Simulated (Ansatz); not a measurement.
Be$_{3}$N$_{2}$:
Space group P6₃/mmc (No. 194); a = 2.8364 Å, b = 2.8364 Å, c = 9.7272 Å, α = 90.00°, β = 90.00°, γ = 120.00°

```json
[
 {"atom": "Be", "site": "4f", "symmetry": "3m.", "x": "0.3333", "y": "0.6667", "z": "0.0782"},
 {"atom": "Be", "site": "2b", "symmetry": "-6m2", "x": "0.0000", "y": "0.0000", "z": "0.2500"},
 {"atom": "N", "site": "2a", "symmetry": "-3m.", "x": "0.0000", "y": "0.0000", "z": "0.0000"},
 {"atom": "N", "site": "2c", "symmetry": "-6m2", "x": "0.3333", "y": "0.6667", "z": "0.2500"}
]
```

Relaxed at zero pressure with r²SCAN (plane waves, PAW; program Ansatz).

Task: The volume is lowered by 6 % and shape and atoms relax at that volume. What pressure results, and how do the axes share the change?

Result: 15.3 GPa; a -1.9 %, b -1.9 %, c -2.4 %; the energy rises by 19 meV/atom.

Task: Give the new structure.

Result: 
Space group P6₃/mmc (No. 194); a = b = 2.783 Å, c = 9.499 Å, α = β = 90.00°, γ = 120.00°

```json
[
 {"atom": "Be", "site": "4f", "symmetry": "3m.", "x": "0.3333", "y": "0.6667", "z": "0.0779"},
 {"atom": "Be", "site": "2b", "symmetry": "-6m2", "x": "0.0000", "y": "0.0000", "z": "0.2500"},
 {"atom": "N", "site": "2a", "symmetry": "-3m.", "x": "0.0000", "y": "0.0000", "z": "0.0000"},
 {"atom": "N", "site": "2c", "symmetry": "-6m2", "x": "0.3333", "y": "0.6667", "z": "0.2500"}
]
```

The phase is kept; no other phase was compared at this pressure.

Space group P6_3/mmc. The first step of the workflow began from a Materials Project structure, measured or hypothetical; the Crystallography Open Database copy checked does not list it. COD files the formula under space group No. 206. Its standing as an ambient phase is unchecked. Symmetry was held in the r²SCAN relaxation; its stability against distortions is not shown here.

Potentials: the later of the program's two PAW sets.
